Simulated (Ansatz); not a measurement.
Sb:
```
Sb
1.0
    2.15026     1.24145     1.75523
   -2.15026     1.24145     1.75523
    0.00000    -2.48291     1.75523
Sb
1
Direct
  0.00000   0.00000   0.00000
```

Relaxed with LDA. Special points in fractions of this cell's reciprocal vectors: Γ (0.000, 0.000, 0.000); L (0.500, 0.000, 0.000); T (0.500, -0.500, 0.500); P0 (0.500, -0.500, 0.500); P2 (0.500, 0.500, 0.500); F (0.500, -0.500, 0.000).

Q: List the band energies nearest the Fermi level at these points for the program Ansatz at the LDA level (PAW).

A: In eV from the Fermi level; about four levels below and three above (degenerate sets whole), none deeper than 8.9 eV; … stands for higher levels left out; points with the same levels are listed once.

```csv
k,below,above
Γ,–,3.34 3.34 3.34
L,-6.00,5.51 5.51 9.81
T,-4.40 -1.76 -1.76 -1.76,…
F,-7.52 -3.82 -3.81,1.99 7.75 …
```

Space group Pm-3m (simple cubic). The workflow started from a Materials Project entry (that database holds measured and hypothetical structures alike); the Crystallography Open Database files this formula in space group No. 221, but the cells were not matched. It is not the phase usual at ambient conditions (space group No. 166). The cell was relaxed with LDA under the symmetry of its start; whether a distortion lowers the energy is not shown. Point labels and valley counts follow the cell and symmetry of the run, lower than the named group. Scalar-relativistic: spin–orbit coupling is off unless named, which matters more the heavier the elements.

Potentials: the later of the program's two PAW sets.
